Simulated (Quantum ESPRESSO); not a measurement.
Ge6NSi, a curve over one atom's position

A calculation, not a measurement. The program is pw.x of Quantum ESPRESSO 7.5 (plane-wave density functional theory). The cell is made up: 8 atoms on a zincblende/diamond lattice, with randomly drawn elements, strain and displacements, not relaxed. PseudoDojo standard norm-conserving files (v0.5 for PBE, v0.4.1 for LDA and PBEsol) set the functional; there is no spin polarisation, spin-orbit coupling or dispersion term, and the masses in the input are unused placeholders. A spin-polarised start on this cell or one of its family kept no moment.

Seven runs move atom 8 (Ge, counted in the order of the input) along z and keep all else fixed.

Input of the run at -0.0013:

```
&control calculation='scf', pseudo_dir='./dojo.nc.sr.pbe.v0_5.standard.upf', outdir='./o', disk_io='low', tprnfor=.true., tstress=.true. /
&system ibrav=0, nat=8, ntyp=3, nbnd=57, ecutwfc=84.00895049, nosym=.true., tot_charge=0,
 occupations='smearing', smearing='fd', degauss=0.0073498644
/
&electrons conv_thr=7.350e-09, electron_maxstep=60, /
ATOMIC_SPECIES
Ge 1.0 Ge.upf
N 1.0 N.upf
Si 1.0 Si.upf
CELL_PARAMETERS angstrom
5.6215 0.0 0.0
0.0 5.6215 0.0
0.0 0.0 5.6215
ATOMIC_POSITIONS angstrom
Ge -0.0226 0.0019 0.0086
Ge -0.0193 2.8642 2.8322
Ge 2.8162 -0.0241 2.7575
Ge 2.7869 2.8774 0.0006
Ge 1.3866 1.37 1.4411
N 1.3744 4.2098 4.2444
Si 4.2243 1.4595 4.2037
Ge 4.2115 4.206 1.3592
K_POINTS automatic
6 6 6 1 1 1
```

| shift of atom 8 along z (Å) | free energy less that of the input shown (eV) | Fx on atom 8 (eV/Å) | Fy on atom 8 (eV/Å) | Fz on atom 8 (eV/Å) | pressure (GPa) | iterations |
| --- | --- | --- | --- | --- | --- | --- |
| -0.1130 | 0.1179 | 0.204 | 0.174 | 1.734 | -2.74 | 10 |
| -0.0841 | 0.0728 | 0.188 | 0.163 | 1.386 | -2.81 | 10 |
| -0.0656 | 0.0493 | 0.178 | 0.156 | 1.161 | -2.85 | 10 |
| -0.0412 | 0.0246 | 0.165 | 0.148 | 0.861 | -2.89 | 10 |
| -0.0013 | 0.0000 | 0.146 | 0.134 | 0.367 | -2.93 | 10 |
| +0.0903 | 0.0185 | 0.104 | 0.107 | -0.773 | -2.90 | 10 |
| +0.1106 | 0.0368 | 0.095 | 0.101 | -1.025 | -2.87 | 10 |

A cubic fit gives dFz/dz = -12.43 eV/Å² at zero shift. Across the table the free energy follows the integral of the force to within 0.2 meV. A rerun of one of the cells at 1437 eV and a 8 x 8 x 8 mesh moved values by no more than 0.011 eV in energy, 0.04 GPa in stress and 0.007 eV/Å in force.